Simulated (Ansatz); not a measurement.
HfC:
```cif
data_C4Hf4
_chemical_formula_sum 'Hf4 C4'
_space_group_name_H-M_alt 'Fm-3m'
_space_group_IT_number 225
_space_group_name_Hall '-F 4 2 3'
_cell_length_a 4.57241
_cell_length_b 4.57241
_cell_length_c 4.57241
_cell_angle_alpha 90.000
_cell_angle_beta 90.000
_cell_angle_gamma 90.000
loop_
_atom_site_label
_atom_site_type_symbol
_atom_site_symmetry_multiplicity
_atom_site_Wyckoff_symbol
_atom_site_fract_x
_atom_site_fract_y
_atom_site_fract_z
_atom_site_occupancy
Hf1 Hf 4 a 0.00000 0.00000 0.00000 1
C1 C 4 b 0.50000 0.50000 0.50000 1
```
(The calculation used a cell of 2 atoms; values per cell refer to that cell.)

Relaxed with LDA.

Q: Decompose the optical modes at the zone centre into irreducible representations, and say which are infrared and Raman allowed.

A: Point group m-3m: Γ_opt = T1u. Infrared: T1u. Raman: none.

Q: Assign frequencies (DFPT, LDA in the plane-wave PAW code Ansatz).

A: T1u 464 cm⁻¹.

The cell was relaxed with LDA under the symmetry of its start. No spin polarisation was allowed. As this level gives no gap, phonon frequencies hold no LO–TO term and depend on the k-mesh and smearing (Fermi–Dirac, 0.1 eV here). Spin–orbit coupling is left out wherever it is not named.

Potentials: the earlier of the program's two PAW sets. The files were generated under PBE; for other functionals the program regenerates the frozen cores, and for LDA and PBEsol the local potential too.
